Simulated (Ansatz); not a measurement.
SnS2 (anatase, I4_1/amd) at seven volumes, PBE (plane waves, PAW; program Ansatz), shape and atoms relaxed at each. One row is withheld.

| V (Å³/atom) | P (GPa) |
|---|---|
| 23.904 | ? |
| 24.692 | 2.26 |
| 25.480 | 1.09 |
| 26.268 | 0.00 |
| 27.057 | -1.05 |
| 27.845 | -1.96 |
| 28.633 | -2.74 |

Task: Fit the shown pressures and predict the withheld one.

Result: P = (3/2)B₀(x^(7/2) − x^(5/2))[1 + (3/4)(B′ − 4)(x − 1)] with x = (V₀/V)^(2/3). Least squares on the six rows gives V₀ = 26.250 Å³/atom, B₀ = 35.0 GPa, B′ = 2.07. At V = 23.904, x = 1.0644 and P = 3.58 GPa. The run itself gave 3.39 GPa.

The cell is a constructed one: a structure type filled with these elements; neither database checked (COD, Materials Project) lists it. It is not the phase usual at ambient conditions (space group No. 164). Symmetry was held in the PBE relaxation; its stability against distortions is not shown here. Spin–orbit coupling is left out wherever it is not named.

Potentials: the later of the program's two PAW sets.
